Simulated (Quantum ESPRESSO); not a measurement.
Mg3TiZr2W2, finding a planted mistake in a log

A calculation, not a measurement. The program is pw.x of Quantum ESPRESSO 7.5 (plane-wave density functional theory). The cell is made up: eight metal atoms on a face-centred cubic lattice, with elements, volume, strain and displacements drawn at random and not relaxed, so it may be unstable or far from any real phase. PseudoDojo standard norm-conserving files set the functional (PBE unless stated); there is no spin polarisation or spin-orbit coupling, the Fermi-Dirac width of 0.25 eV means electrons at about 2900 K, and the masses in the input are unused placeholders. Heavy elements are run without spin-orbit coupling, which real alloys of them have. A spin test at this wide smearing found no moment, but such smearing suppresses magnetism that the real alloy may have.

Intended input:

```
&control calculation='scf', pseudo_dir='./dojo.nc.sr.pbe.v0_5.standard.upf', outdir='./o', disk_io='minimal', tprnfor=.true., tstress=.true. /
&system ibrav=0, nat=8, ntyp=4, nbnd=61, ecutwfc=84.00895049, nosym=.true., tot_charge=0,
 occupations='smearing', smearing='fd', degauss=0.0183746611
/
&electrons conv_thr=1.470e-08, electron_maxstep=70, mixing_beta=0.5 /
ATOMIC_SPECIES
Mg 1.0 Mg.upf
Ti 1.0 Ti.upf
W 1.0 W.upf
Zr 1.0 Zr.upf
CELL_PARAMETERS angstrom
0.0 -2.1085 -2.1085
0.0 4.217 -4.217
8.4341 0.0 0.0
ATOMIC_POSITIONS angstrom
Mg -0.0717 0.0573 0.0345
Mg 4.1641 0.0315 -0.0505
Mg 0.0892 2.0968 -2.078
Ti 4.1879 2.1178 -2.1318
Zr 2.0884 -0.0021 -2.1868
Zr 6.3046 -0.0337 -2.102
W 2.1036 2.086 -4.1996
W 6.3312 2.0913 -4.2689
K_POINTS automatic
8 4 3 1 1 1
```

The log is shortened where brackets say so; the opening notice, blank lines, dates and the lines on written files are dropped, and the path of the files is cut. It prints rydbergs, bohrs and kilobars, and counts compression as positive stress. Its total energy is the free energy E - TS of the whole cell.

Log of the intended run:

```
     Program PWSCF v.7.5
     Parallel version (MPI & OpenMP), running on       4 processor cores
     Number of MPI processes:                 4
     Threads/MPI process:                     1
     [start-up lines left out]
     bravais-lattice index     =            0
     lattice parameter (alat)  =       5.6349  a.u.
     unit-cell volume          =    1012.1446 (a.u.)^3
     number of atoms/cell      =            8
     number of atomic types    =            4
     number of electrons       =        94.00
     number of Kohn-Sham states=           61
     kinetic-energy cutoff     =      84.0090  Ry
     charge density cutoff     =     336.0358  Ry
     scf convergence threshold =      1.5E-08
     mixing beta               =       0.5000
     number of iterations used =            8  plain     mixing
     Exchange-correlation= PBE
                           (   1   4   3   4   0   0   0)
     [axes and pseudopotential details left out]
   Cartesian axes
     site n.     atom                  positions (alat units)
         1        Mg     tau(   1) = (  -0.0240453   0.0192161   0.0115699  )
         2        Mg     tau(   2) = (   1.3964730   0.0105638  -0.0169357  )
         3        Mg     tau(   3) = (   0.0299141   0.7031831  -0.6968783  )
         4        Ti     tau(   4) = (   1.4044546   0.7102256  -0.7149207  )
         5        Zr     tau(   5) = (   0.7003660  -0.0007043  -0.7333655  )
         6        Zr     tau(   6) = (   2.1143113  -0.0113016  -0.7049269  )
         7        W      tau(   7) = (   0.7054635   0.6995612  -1.4083783  )
         8        W      tau(   8) = (   2.1232319   0.7013386  -1.4316188  )
     number of k points=    48  Fermi-Dirac smearing, width (Ry)=  0.0184
                       cart. coord. in units 2pi/alat
        k(    1) = (   0.0589249   0.0000000  -0.0883883), wk =   0.0416667
        k(    2) = (  -0.1767746   0.0000000  -0.0883883), wk =   0.0416667
     [further k points left out]
     Dense  grid:   105385 G-vectors     FFT dimensions: (  36,  72,  96)
     Estimated max dynamical RAM per process >     322.26 MB
     Estimated total dynamical RAM >       1.18 GB
     Initial potential from superposition of free atoms
     starting charge      93.9903, renormalised to      94.0000
     Starting wfcs are   65 randomized atomic wfcs
     total cpu time spent up to now is        5.1 secs
     per-process dynamical memory:   246.6 Mb
     Self-consistent Calculation
     iteration #  1     ecut=    84.01 Ry     beta= 0.50
     Davidson diagonalization with overlap
     ethr =  1.00E-02,  avg # of iterations =  3.7
     Threshold (ethr) on eigenvalues was too large:
     Diagonalizing with lowered threshold
     Davidson diagonalization with overlap
     ethr =  8.71E-04,  avg # of iterations =  2.7
     total cpu time spent up to now is       24.7 secs
     total energy              =    -980.36533792 Ry
     estimated scf accuracy    <       0.82289726 Ry
     iteration #  2     ecut=    84.01 Ry     beta= 0.50
     Davidson diagonalization with overlap
     ethr =  8.75E-04,  avg # of iterations =  6.2
     total cpu time spent up to now is       36.8 secs
     total energy              =    -979.67622550 Ry
     estimated scf accuracy    <      15.80947055 Ry
     [iterations 3 to 16 left out]
     iteration # 17     ecut=    84.01 Ry     beta= 0.50
     Davidson diagonalization with overlap
     ethr =  1.23E-10,  avg # of iterations =  1.0
     total cpu time spent up to now is      173.7 secs
     total energy              =    -980.80729311 Ry
     estimated scf accuracy    <       0.00000002 Ry
     iteration # 18     ecut=    84.01 Ry     beta= 0.50
     Davidson diagonalization with overlap
     ethr =  1.60E-11,  avg # of iterations =  2.5
     total cpu time spent up to now is      182.4 secs
     End of self-consistent calculation
     [lines on levels left out]
!    total energy              =    -980.80729311 Ry
     estimated scf accuracy    <          2.0E-09 Ry
     smearing contrib. (-TS)   =      -0.11189909 Ry
     internal energy E=F+TS    =    -980.69539402 Ry
     The total energy is F=E-TS. E is the sum of the following terms:
     one-electron contribution =    -381.58203603 Ry
     hartree contribution      =     211.83970505 Ry
     xc contribution           =    -171.41275753 Ry
     ewald contribution        =    -639.54030551 Ry
     convergence has been achieved in  18 iterations
     Forces acting on atoms (cartesian axes, Ry/au):
     atom    1 type  1   force =     0.02345997   -0.04165488    0.02015463
     atom    2 type  1   force =     0.00618548   -0.03238184    0.02844261
     atom    3 type  1   force =    -0.03837359    0.03082247   -0.04246897
     atom    4 type  2   force =     0.00952780    0.03367205   -0.03824005
     atom    5 type  4   force =     0.02367845    0.00231840    0.01484392
     atom    6 type  4   force =    -0.01699500    0.02703714   -0.01745475
     atom    7 type  3   force =     0.02039177   -0.00372447    0.00753588
     atom    8 type  3   force =    -0.02787487   -0.01608887    0.02718671
     Total force =     0.125988     Total SCF correction =     0.000201
     Computing stress (Cartesian axis) and pressure
          total   stress  (Ry/bohr**3)                   (kbar)     P=       17.96
   0.00044106  -0.00002617   0.00000922           64.88       -3.85        1.36
  -0.00002617  -0.00003791  -0.00004243           -3.85       -5.58       -6.24
   0.00000922  -0.00004243  -0.00003683            1.36       -6.24       -5.42
     init_run     :      4.57s CPU      4.75s WALL (       1 calls)
     electrons    :    176.29s CPU    177.33s WALL (       1 calls)
     forces       :      1.39s CPU      1.41s WALL (       1 calls)
     stress       :      4.88s CPU      4.88s WALL (       1 calls)
     [timing details left out]
     PWSCF        :   3m 7.48s CPU   3m 8.78s WALL
     JOB DONE.
```

A second run was made from an input with one planted mistake. Its log:

```
     Program PWSCF v.7.5
     Parallel version (MPI & OpenMP), running on       4 processor cores
     Number of MPI processes:                 4
     Threads/MPI process:                     1
     [start-up lines left out]
     bravais-lattice index     =            0
     lattice parameter (alat)  =       5.6349  a.u.
     unit-cell volume          =    1012.1446 (a.u.)^3
     number of atoms/cell      =            8
     number of atomic types    =            4
     number of electrons       =        94.00
     number of Kohn-Sham states=           61
     kinetic-energy cutoff     =      84.0090  Ry
     charge density cutoff     =     336.0358  Ry
     scf convergence threshold =      1.5E-08
     mixing beta               =       0.5000
     number of iterations used =            8  plain     mixing
     Exchange-correlation= PBE
                           (   1   4   3   4   0   0   0)
     [axes and pseudopotential details left out]
   Cartesian axes
     site n.     atom                  positions (alat units)
         1        Mg     tau(   1) = (  -0.0240453   0.0192161   0.0115699  )
         2        Mg     tau(   2) = (   1.3964730   0.0105638  -0.0169357  )
         3        Mg     tau(   3) = (   0.0299141   0.7031831  -0.6968783  )
         4        Zr     tau(   4) = (   1.4044546   0.7102256  -0.7149207  )
         5        Ti     tau(   5) = (   0.7003660  -0.0007043  -0.7333655  )
         6        Zr     tau(   6) = (   2.1143113  -0.0113016  -0.7049269  )
         7        W      tau(   7) = (   0.7054635   0.6995612  -1.4083783  )
         8        W      tau(   8) = (   2.1232319   0.7013386  -1.4316188  )
     number of k points=    48  Fermi-Dirac smearing, width (Ry)=  0.0184
                       cart. coord. in units 2pi/alat
        k(    1) = (   0.0589249   0.0000000  -0.0883883), wk =   0.0416667
        k(    2) = (  -0.1767746   0.0000000  -0.0883883), wk =   0.0416667
     [further k points left out]
     Dense  grid:   105385 G-vectors     FFT dimensions: (  36,  72,  96)
     Estimated max dynamical RAM per process >     322.26 MB
     Estimated total dynamical RAM >       1.18 GB
     Initial potential from superposition of free atoms
     starting charge      93.9903, renormalised to      94.0000
     Starting wfcs are   65 randomized atomic wfcs
     total cpu time spent up to now is        5.0 secs
     per-process dynamical memory:   246.6 Mb
     Self-consistent Calculation
     iteration #  1     ecut=    84.01 Ry     beta= 0.50
     Davidson diagonalization with overlap
     ethr =  1.00E-02,  avg # of iterations =  3.5
     total cpu time spent up to now is       16.0 secs
     total energy              =    -980.07184786 Ry
     estimated scf accuracy    <       1.18019546 Ry
     iteration #  2     ecut=    84.01 Ry     beta= 0.50
     Davidson diagonalization with overlap
     ethr =  1.26E-03,  avg # of iterations =  6.7
     total cpu time spent up to now is       28.8 secs
     total energy              =    -979.41497064 Ry
     estimated scf accuracy    <      19.12356431 Ry
     [iterations 3 to 16 left out]
     iteration # 17     ecut=    84.01 Ry     beta= 0.50
     Davidson diagonalization with overlap
     ethr =  2.09E-10,  avg # of iterations =  2.1
     total cpu time spent up to now is      167.4 secs
     total energy              =    -980.79213817 Ry
     estimated scf accuracy    <       0.00000005 Ry
     iteration # 18     ecut=    84.01 Ry     beta= 0.50
     Davidson diagonalization with overlap
     ethr =  5.26E-11,  avg # of iterations =  2.0
     total cpu time spent up to now is      176.1 secs
     End of self-consistent calculation
     [lines on levels left out]
!    total energy              =    -980.79213816 Ry
     estimated scf accuracy    <       0.00000001 Ry
     smearing contrib. (-TS)   =      -0.11691301 Ry
     internal energy E=F+TS    =    -980.67522515 Ry
     The total energy is F=E-TS. E is the sum of the following terms:
     one-electron contribution =    -381.66038293 Ry
     hartree contribution      =     212.00224464 Ry
     xc contribution           =    -171.47678135 Ry
     ewald contribution        =    -639.54030551 Ry
     convergence has been achieved in  18 iterations
     Forces acting on atoms (cartesian axes, Ry/au):
     atom    1 type  1   force =     0.03655514   -0.03437086    0.01477312
     atom    2 type  1   force =    -0.01065214   -0.02517955    0.02206610
     atom    3 type  1   force =    -0.01665566    0.02122981   -0.03139281
     atom    4 type  4   force =    -0.00829430    0.02795929   -0.03307832
     atom    5 type  2   force =     0.00577017   -0.00130422    0.01458652
     atom    6 type  4   force =     0.00313156    0.01593790   -0.00611936
     atom    7 type  3   force =    -0.00351205    0.00190749    0.00183081
     atom    8 type  3   force =    -0.00634271   -0.00617985    0.01733394
     Total force =     0.092606     Total SCF correction =     0.000451
     Computing stress (Cartesian axis) and pressure
          total   stress  (Ry/bohr**3)                   (kbar)     P=       30.52
   0.00053388  -0.00001599  -0.00000673           78.54       -2.35       -0.99
  -0.00001599   0.00004087  -0.00004860           -2.35        6.01       -7.15
  -0.00000673  -0.00004860   0.00004772           -0.99       -7.15        7.02
     init_run     :      4.55s CPU      4.73s WALL (       1 calls)
     electrons    :    170.33s CPU    171.13s WALL (       1 calls)
     forces       :      1.40s CPU      1.42s WALL (       1 calls)
     stress       :      4.84s CPU      4.84s WALL (       1 calls)
     [timing details left out]
     PWSCF        :   3m 1.40s CPU   3m 2.46s WALL
     JOB DONE.
```

Question: the log repeats what the program read. Compare it with the intended run: what was wrong in the second input?

Answer: two atoms have their elements exchanged. The input lines that differ:

```
- Ti 4.1879 2.1178 -2.1318
- Zr 2.0884 -0.0021 -2.1868
+ Zr 4.1879 2.1178 -2.1318
+ Ti 2.0884 -0.0021 -2.1868
```

|  | intended run | run with the mistake |
| --- | --- | --- |
| free energy (eV) | -13344.563 | -13344.357 |
| entropy term -TS, part of it (eV) | -1.522 | -1.591 |
| pressure (GPa) | 1.80 | 3.05 |
| size of the largest force component (eV/Å) | 1.092 | 0.940 |
| largest change of a force component (eV/Å) |  | 0.615 |
| iterations | 18 | 18 |

For scale, a rerun of the intended cell at a higher cutoff and on a denser mesh moved values by no more than 0.006 eV in energy, 0.13 GPa in stress and 0.010 eV/Å in force, and a second program with other atomic files agreed on that cell to 2 % rms in force and 0.5 GPa in pressure.